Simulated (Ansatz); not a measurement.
Data:

Zn:
```
Zn
1.0
    2.54945     0.00000     0.00000
   -1.27472     2.20789     0.00000
    0.00000     0.00000     4.86229
Zn
2
Direct
  0.33333   0.66667   0.25000
  0.66667   0.33333   0.75000
```

This is the LDA-relaxed structure. Tensor components refer to the Cartesian frame of this cell.

Problem. All from the program Ansatz at the LDA level (PAW), unless another level is named. Give the Poisson's ratio.

Solution. 0.27.

Problem. Give the elastic constants (relaxed ions, GPa).

Solution. C11 = 238, C12 = 65.8, C13 = 63.4, C33 = 82.5, C44 = 37.3.

Space group P6_3/mmc (hcp (Mg type)). The cell was relaxed with LDA under the symmetry of its start. As this level gives no gap, shear constants depend on the k-mesh and smearing (Fermi–Dirac, 0.1 eV here). On the denser mesh and wider smearing of the elastic run this cell carries a stress of 0.7 GPa.

Potentials: the earlier of the program's two PAW sets. The files were generated under PBE; for other functionals the program regenerates the frozen cores, and for LDA and PBEsol the local potential too.
